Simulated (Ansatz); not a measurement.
**Property card for ScPd3N**

ScPd₃N:
```cif
data_NPd3Sc
_chemical_formula_sum 'Sc1 Pd3 N1'
_space_group_name_H-M_alt 'P 1'
_space_group_IT_number 1
_cell_length_a 4.14391
_cell_length_b 4.14391
_cell_length_c 4.14391
_cell_angle_alpha 90.000
_cell_angle_beta 90.000
_cell_angle_gamma 90.000
loop_
_space_group_symop_operation_xyz
  'x, y, z'
loop_
_atom_site_label
_atom_site_type_symbol
_atom_site_fract_x
_atom_site_fract_y
_atom_site_fract_z
_atom_site_occupancy
Sc1 Sc 0.00000 0.00000 0.00000 1
Pd1 Pd 0.00000 0.50000 0.50000 1
Pd2 Pd 0.50000 0.00000 0.50000 1
Pd3 Pd 0.50000 0.50000 0.00000 1
N1 N 0.50000 0.50000 0.50000 1
```

Space group Pm-3m (No. 221), anti-perovskite; conventional cell a = b = c = 4.1439 Å, α = β = γ = 90.00°.

Method: plane-wave PAW PBEsol (Ansatz code). Geometry: relaxed at this level of theory. Other levels are named where they apply.

### Cell and energy

```json
{
  "volume_per_atom": "14.23 Å³",
  "density": "8.83 g/cm³",
  "Formation energy from the elements (no fitted shifts)": "-0.27 eV/atom"
}
```

### Electronic structure

```json
{
 "electronic_character": "metallic (no gap)",
 "Density of states at the Fermi level": "0.33 states/eV per atom (mean over ±0.08 eV)",
 "Gap with spin–orbit coupling": "none (metallic)"
}
```

### Mechanics

```json
{
  "Bulk modulus (Birch–Murnaghan fit)": "182 GPa",
  "Pressure derivative B′": "4.8",
  "Elastic constants (relaxed ions, GPa)": "C11 = 298, C12 = 124, C44 = 14.1",
  "mechanical_stability": "stable (all eigenvalues of C positive)",
  "hill_bulk_and_shear_moduli": "182 and 32.3 GPa",
  "Young's modulus": "91.4 GPa",
  "Poisson's ratio": "0.42",
  "debye_temperature_from_the_elastic_constants": "267 K"
}
```

### Phonons

```json
{
 "highest_zone_centre_frequency": "403 cm⁻¹",
 "zone_centre_stability": "unstable, softest mode 48i cm⁻¹"
}
```

The start of the workflow was typed in or built on a structure type; neither database checked (COD, Materials Project) lists it. Whether it is the stable phase at ambient conditions was not checked. The PBEsol relaxation kept the symmetry of its start; phonons show weakly imaginary modes. No spin polarisation was allowed. As this level gives no gap, shear constants depend on the k-mesh and smearing (Fermi–Dirac, 0.1 eV here). As this level gives no gap, phonon frequencies hold no LO–TO term and depend on the k-mesh and smearing (Fermi–Dirac, 0.1 eV here). The references are the lowest solids computed at this level, not always the standard phases (solids in place of the gases). Scalar-relativistic: spin–orbit coupling is off unless named, which matters more the heavier the elements.

Potentials: the earlier of the program's two PAW sets. The files were generated under PBE; for other functionals the program regenerates the frozen cores, and for LDA and PBEsol the local potential too.
